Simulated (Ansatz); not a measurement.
Level of theory: DFT PBE, scalar-relativistic, plane waves, PAW (Ansatz). All cells share a 420 eV cutoff and Γ-centred k meshes spaced about 0.3 Å⁻¹ or finer (0.25 for metals, 2π included). No spin polarisation in the final relaxations.

These are static total energies at zero pressure. All come from trial cells, and lower structures may exist.

Question: Order these relaxed structures of Ge3Te2O by energy, lowest first, with the energy over the lowest of them.
A. Space group R-3m (No. 166), trigonal, a = 4.515 Å, c = 29.645 Å. Around Ge on a site of symmetry -3m lie 6 Te at 3.08 Å; Ge on a site of symmetry 3m is surrounded by 1 O at 1.82 Å and 3 Te at 3.00 Å; Te has 6 Ge at 3.00–3.08 Å; O has 2 Ge at 1.82 Å.
B. Space group Imm2 (No. 44), orthorhombic, a = 4.114 Å, b = 4.227 Å, c = 16.976 Å. Around Ge on its first site lie 2 O at 2.12 Å, 1 Ge at 2.65 Å and 2 Te at 2.92 Å; Ge on its second site has 1 O at 1.89 Å and 4 Te at 2.97 Å; Te on its first site has 6 Ge at 2.92–2.97 Å and 4 O at 3.31 Å; O has 1 Ge at 1.89 Å, 2 Ge at 2.12 Å and 4 Te at 3.31 Å; 2 more sites not described.
C. Space group Cmmm (No. 65), orthorhombic, a = 8.060 Å, b = 9.187 Å, c = 4.293 Å. Ge on a site of symmetry m2m is surrounded by 1 O at 1.79 Å, 4 Te at 2.99 Å and 3 Ge at 3.53–3.58 Å; Ge on a site of symmetry mmm has 4 Te at 3.06 Å and 4 Ge at 3.53 Å; Te has 6 Ge at 2.99–3.06 Å; O is surrounded by 2 Ge at 1.79 Å.
D. Space group P4/nmm (No. 129), tetragonal, a = 4.142 Å, c = 18.588 Å. Ge on its first site has 5 Te at 2.80–2.95 Å and 1 Te at 3.38 Å; Ge on its second site has 1 Te at 2.76 Å and 4 Te at 2.95 Å; around Te on its first site lie 1 Ge at 2.76 Å, 4 Ge at 2.95 Å and 1 Ge at 3.38 Å; around O lie 4 Ge at 2.22 Å and 4 O at 2.93 Å; 2 more sites not described.

Answer: D (0 meV/atom), A (45 meV/atom), B (82 meV/atom), C (99 meV/atom). Forms: D P4/nmm; A R-3m; B Imm2; C Cmmm. Counting Ge or Te atoms around O (for each partner element, those within 1.25 times its shortest distance or 1.15 times the sum of covalent radii, where it is the nearest in units of that sum or under 1.3; the shortest distance is added where it exceeds 1.18 times the sum of covalent radii): D has O 4 from 2.2 Å; A has O 2; B has O 3; C has O 2.

Weakly bound directions are ill-defined at this level, which has no dispersion term (P4/nmm, Imm2), and this can change margins and order among such cells. Spin–orbit coupling, which can matter for Te, is left out. With atoms moved at random, P4/nmm (by 89 meV/atom) fell into a lower structure. Without a clear test, and held by symmetry: R-3m, Imm2 and Cmmm. Some structure types and database cells were kept out of the candidates from the start, so a known form may be missing.
